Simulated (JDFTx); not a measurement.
Ag(111) slab cut from bulk Ag (space group Fm-3m, indices of the conventional cell, lattice of the Materials Project entry mp-124, not re-optimised): 3 atoms in 3 planes, a 1x1 cell of 7.29 Å² (|a| = 2.902, |b| = 2.902 Å), 4.8 Å between the outermost planes, cell height 20.7 Å, 8×8×1 k mesh, Fermi smearing 0.01 Ha, no spin polarisation.

Final geometry:
```
3
Lattice="2.902 0.000 0.000 1.451 2.513 0.000 0.000 0.000 20.700" Properties=species:S:1:pos:R:3 pbc="T T F"
Ag     2.902     1.676     7.948
Ag     1.451     0.838    10.350
Ag     0.000     0.000    12.752
```

All numbers are PBE, GBRV ultrasoft potentials, plane waves to 20/100 Ha results from JDFTx (a modified build), not measurements. Liquid on both sides: CANDLE, acetonitrile, 1 M KCl; nuclei fixed, outer atoms relaxed in vacuum. SHE scale: U = −μ/e − 4.44 V, by convention. Both faces are the same ideal termination; reconstructions, overlayers and chemisorbed solvent are outside this model. At negative charge CANDLE's numbers also depend on the cell height, by up to tenths of a volt. Convergence in thickness and k mesh wasn't tested for this slab. In this non-aqueous liquid the SHE scale is nominal.

| U (V vs SHE) | μ (eV) | excess electrons per cell | σ (μC/cm², per face) | run |
|---|---|---|---|---|
| -0.35 | -4.09 | 0.022 | -2.4 | fixed potential |
| -0.07 | -4.37 | 0.000 | 0.0 | neutral |
| 0.55 | -4.99 | [?] | [?] | fixed potential |

**Question.** Fill in the missing entries, row by row.

**Answer.** 
- 0.55, excess electrons per cell: -0.056
- 0.55, σ (μC/cm², per face): 6.2
